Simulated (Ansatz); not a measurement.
C:
```yaml
crystal:
  lattice:
    - [-2.42920, 2.42920, 2.42920]
    - [2.42920, -2.42920, 2.42920]
    - [2.42920, 2.42920, -2.42920]
  atoms:
    - { symbol: C, position: [0.32547, 0.32547, 0.32547] }
    - { symbol: C, position: [0.00000, 0.00000, 0.67453] }
    - { symbol: C, position: [0.00000, 0.67453, 0.00000] }
    - { symbol: C, position: [0.67453, 0.00000, 0.00000] }
    - { symbol: C, position: [0.00000, 0.00000, 0.32547] }
    - { symbol: C, position: [0.67453, 0.67453, 0.67453] }
    - { symbol: C, position: [0.00000, 0.32547, 0.00000] }
    - { symbol: C, position: [0.32547, 0.00000, 0.00000] }
```

Relaxed with r²SCAN. Special points in fractions of this cell's reciprocal vectors: Γ (0.000, 0.000, 0.000); H (0.500, -0.500, 0.500); N (0.000, 0.000, 0.500); P (0.250, 0.250, 0.250).

**Question.** List the band energies nearest the valence-band maximum at these points for r²SCAN (plane waves, PAW; program Ansatz).

**Answer.** In eV from the valence-band maximum; about four levels below and three above (degenerate sets whole), none deeper than 8.9 eV; points with the same levels are listed once.

```json
[
 {"k": "Γ", "below": "-5.43 -5.43 -0.35 -0.35 -0.35", "above": "4.23 4.23 4.23"},
 {"k": "H", "below": "-6.61 -6.61 -6.61 0.00 0.00 0.00", "above": "4.16 6.21 6.21 6.21"},
 {"k": "N", "below": "-3.41 -3.20 -2.42 -2.23", "above": "4.15 5.72 6.24"},
 {"k": "P", "below": "-3.52 -3.52 -3.52 -3.50 -3.50 -3.50", "above": "3.87 3.87 3.87"}
]
```

Space group Im-3m. The start of the workflow was typed in or built on a structure type; neither database checked (COD, Materials Project) lists it. It is not the phase usual at ambient conditions (space group No. 194, 227). The r²SCAN relaxation kept the symmetry of its start; its stability against distortions is not shown here.

Potentials: the earlier of the program's two PAW sets.
